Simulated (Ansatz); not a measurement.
**Electric field gradients in Mo₃N₄**

Computed with DFT PBEsol, scalar-relativistic, plane waves, PAW (Ansatz). Cutoff 420 eV, 8×8×8 k-points (Γ-centred), Fermi-Dirac smearing of 0.15 eV. No spin polarisation.

Relaxed structure:
```
Mo N
1.0
     4.16571    0.00000    0.00000
     0.00000    4.16571    0.00000
     0.00000    0.00000    4.16571
Mo N
3 4
Direct
  0.50000 0.50000 0.00000
  0.00000 0.50000 0.50000
  0.50000 0.00000 0.50000
  0.50000 0.50000 0.50000
  0.50000 0.00000 0.00000
  0.00000 0.50000 0.00000
  0.00000 0.00000 0.50000
```

The cell was built by swapping an element in a database structure (itself possibly hypothetical) and relaxing; it need not be the stable form of this composition. In a metal these results depend on the k mesh and the smearing. Spin–orbit coupling is left out, which matters for gradients at heavy nuclei.

Task: Give V_zz (10²¹ V/m²) and the asymmetry η at each distinct site.

Result:
```csv
atom,V_zz,η
Mo (atom 1),6.39,0.00
N (atom 4),0.000,zero by symmetry
N (atom 5),0.390,0.00
```

Cost: 1 run of about 0.081 core-minutes, on Arm Neoverse V1 (shared hosts).